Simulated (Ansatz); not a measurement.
This cell of GaSb (zinc blende) is off equilibrium:

```yaml
crystal:
  lattice:
    - [0.00000, 3.10675, 3.10675]
    - [3.10675, 0.00000, 3.10675]
    - [3.10675, 3.10675, 0.00000]
  atoms:
    - { symbol: Sb, position: [0.84656, 0.71781, 0.65344] }
    - { symbol: Ga, position: [0.00000, 0.00000, 0.00000] }
```

All values below come from PBE (plane waves to 420 eV, PAW, scalar-relativistic; Ansatz, a program for electronic structure). k mesh 11×11×11 (Γ-centred), Fermi-Dirac smearing 0.05 eV. E stands for the smeared free energy. Stress and pressure are positive under compression. With partly filled bands, energies and forces of such displacements shift with the k mesh and the smearing. At this level the bands of GaSb touch or barely overlap; measurements give the solid a gap. GaSb was relaxed with its symmetry unable to fall. Spin-orbit coupling is left out, though Sb is heavy.

Question: What forces act on the atoms (eV/Å, Cartesian)?

Answer: 
| atom | Fx | Fy | Fz |
|---|---|---|---|
| Sb1 | 2.665 | 1.525 | -1.685 |
| Ga2 | -2.665 | -1.525 | 1.685 |

Question: What is the stress tensor (GPa)?

Answer: 
```
    1.5      4.2     -3.2
    4.2      5.5     -7.7
   -3.2     -7.7      4.2
```
The pressure, a third of the trace, is 3.7 GPa.

Question: In it atom 1 sits (-0.400, 0.000, 0.200) Å away from its relaxed site. What is its energy relative to the relaxed cell?

Answer: 706 meV/cell.

(A displaced cell: forces are minus the slopes of the energy, force constants its curvatures, and phonons follow from these.)
